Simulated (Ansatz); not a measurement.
KBr:
```
CELL_PARAMETERS angstrom
      0.00000     3.35276     3.35276
      3.35276     0.00000     3.35276
      3.35276     3.35276     0.00000
ATOMIC_POSITIONS crystal
  K  0.00000 0.00000 0.00000
  Br 0.50000 0.50000 0.50000
```

The program Ansatz at the PBE level (PAW) gives a gap of 4.31 eV without spin–orbit coupling, maximum at Γ, minimum at Γ.

### Question
What happens when spin–orbit coupling is switched on?

### Answer
The gap decreases by 0.16 eV, to 4.15 eV; maximum at Γ, minimum at Γ.

### Question
How large is the spin–orbit splitting of the valence top at Γ?

### Answer
The fourfold level lies 0.49 eV above the split-off pair.

### Question
Give the electron effective mass with spin–orbit coupling.

### Answer
0.39 mₑ (isotropic).

### Question
Give the hole effective mass with spin–orbit coupling, band 1 of 2 at the edge.

### Answer
3.8 along [100], 3.2 along [110], 3.0 along [111] (mₑ).

### Question
Give the hole effective mass with spin–orbit coupling, band 2 of 2 at the edge.

### Answer
0.82 along [100], 0.86 along [110], 0.87 along [111] (mₑ).

Space group Fm-3m (rock salt). The cell was relaxed with PBE under the symmetry of its start; phonons on a q-mesh show no instability.

Potentials: the later of the program's two PAW sets.
